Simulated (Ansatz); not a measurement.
# Ca3Zn3Pd2: zone-centre modes

The calculation used Ansatz, DFT PBE, scalar-relativistic, plane waves, PAW. Cutoff 420 eV, 6×6×6 k-points (Γ-centred), Gaussian smearing of 0.10 eV. No spin polarisation. Phonons by linear response, acoustic sum rule imposed.

The cell, relaxed at this level:
```xyz
8
Lattice="3.7461 2.1628 3.9564 -3.7461 2.1628 3.9564 0.0000 -4.3256 3.9564" Properties=species:S:1:pos:R:3 pbc="T T T"
Ca    1.2261   -2.2019    3.9564
Ca    1.2938    2.1628    3.9564
Ca   -2.5199    0.0391    3.9564
Zn   -1.2214   -2.1155    5.9346
Zn    2.4428    0.0000    5.9346
Zn   -1.2214    2.1155    5.9346
Pd    0.0000    0.0000    9.9325
Pd    0.0000    0.0000    1.9367
```

The cell was found from a structure generator's guess, not taken from experiment. In a metal, frequencies depend on the k mesh and the smearing, soft modes most.

**Question.** Is this structure stable against zone-centre distortions?

**Answer.** Yes, at Γ: no optical mode is imaginary. Strains and other wave vectors aren't tested by this run.

**Question.** List the optical modes at Γ (i marks imaginary ones).

**Answer.**
```
frequency (cm⁻¹)  degeneracy
              45           1
              51           2
              65           2
              85           1
             110           1
             126           1
             136           2
             148           2
             151           1
             153           2
             162           1
             175           2
             188           1
             208           2
```
